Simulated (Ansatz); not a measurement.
Level of theory: Ansatz 0.2.0, DFT PBE, scalar-relativistic, plane waves, PAW. Settings: cutoff 420 eV, Γ-centred meshes spaced at most about 0.3 Å⁻¹, and about 0.25 Å⁻¹ or finer for metals (2π included), Gaussian smearing. No spin polarisation in the final relaxations.

These are static total energies at zero pressure.

Compare these two cells of In3P, each relaxed at this level.

A.

```cif
data_structure
_symmetry_space_group_name_H-M 'Cmmm'
_symmetry_Int_Tables_number 65
_cell_length_a 5.0152
_cell_length_b 5.0549
_cell_length_c 7.7074
_cell_angle_alpha 90.000
_cell_angle_beta 90.000
_cell_angle_gamma 90.000
_cell_volume 195.39
loop_
_atom_site_label
_atom_site_type_symbol
_atom_site_symmetry_multiplicity
_atom_site_Wyckoff_symbol
_atom_site_fract_x
_atom_site_fract_y
_atom_site_fract_z
_atom_site_occupancy
In1 In 4 l 0.50000 0.00000 0.79614 1
In2 In 2 d 0.00000 0.00000 0.50000 1
P1 P 2 a 0.00000 0.00000 0.00000 1
```

B.

```cif
data_structure
_symmetry_space_group_name_H-M 'P6/mmm'
_symmetry_Int_Tables_number 191
_cell_length_a 6.2194
_cell_length_b 6.2194
_cell_length_c 2.9888
_cell_angle_alpha 90.000
_cell_angle_beta 90.000
_cell_angle_gamma 120.000
_cell_volume 100.12
loop_
_atom_site_label
_atom_site_type_symbol
_atom_site_symmetry_multiplicity
_atom_site_Wyckoff_symbol
_atom_site_fract_x
_atom_site_fract_y
_atom_site_fract_z
_atom_site_occupancy
In1 In 3 f 0.50000 0.00000 0.00000 1
P1 P 1 b 0.00000 0.00000 0.50000 1
```

Task: Which would you expect to be lower, and how large is the difference?

Result: A is lower, by 192 meV/atom. A has space group Cmmm (No. 65), 24.4 Å³/atom and no gap on its mesh; B has space group P6/mmm (No. 191), 25.0 Å³/atom and no gap. Counting In atoms around P (those within 1.25 times the shortest such distance or 1.15 times the sum of covalent radii; the shortest distance is added where it is long for a bond), A has P 8 from 3.0 Å and B has P 12 from 3.5 Å. Even the lower one lies +0.10 eV/atom against the reference forms of the elements (uncorrected), so neither is stable at this level. In A, around In on a site of symmetry mm2 lie 4 P at 2.96–2.98 Å, 1 In at 3.14 Å and 8 In at 3.39–3.56 Å; In on a site of symmetry mmm has 12 In at 3.39–3.56 Å and 2 P at 3.85 Å; P has 8 In at 2.96–2.98 Å, 4 P at 3.56 Å and 2 In at 3.85 Å. In B, In is surrounded by 6 In at 2.99–3.11 Å and 4 P at 3.45 Å; around P lie 2 P at 2.99 Å and 12 In at 3.45 Å. Both come from invented guesses.

Cells relaxed within their symmetry can be saddle points.
